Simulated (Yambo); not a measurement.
# Convergence of the G0W0 gap of HfS2

G0W0@PBEsol for HfS2 (CdI2 type, space group P-3m1, No. 164) in Yambo. Reference settings: 6×6×2 Γ-centred k mesh, bands 2 to 157 and a 10 Ry block in the screening, 157 bands in G with the Bruneval-Gonze terminator, plasmon pole fitted at 27.2 eV. The PBEsol gap Γ → L on this mesh is 0.79 eV; G0W0 gaps are taken between the same points.

```csv
change from the reference,G0W0 gap Γ → L (eV),shift of the valence edge (eV),rough Yambo cost
reference settings,1.96,-0.76,1
"54 bands in W, 54 bands in G",1.97,-0.50,about 1/3
54 bands in G,1.97,-0.73,–
70 bands in W,1.96,-0.61,about 1/2
4 Ry block,1.75,-0.42,within a factor of two
pole fitted at 15 eV,1.96,-0.65,–
no random integration,1.95,-0.72,–
"99 bands in G, no terminator",1.97,-0.56,–
no terminator,1.96,-0.68,–
```

The reference isn't shown to be the converged limit. Costs are rough (shared machines), scaled to the same edge states, and given only for runs that recompute the screening.

Without spin-orbit coupling, band edges of such heavy elements can be off by tenths of an eV.

Geometry relaxed with PBE+D3(BJ); primitive cell a = 3.6089 Å, b = 3.6089 Å, c = 5.7581 Å, α = 90.00°, β = 90.00°, γ = 120.00°.

A shift is the quasiparticle energy of the state minus its PBEsol energy.
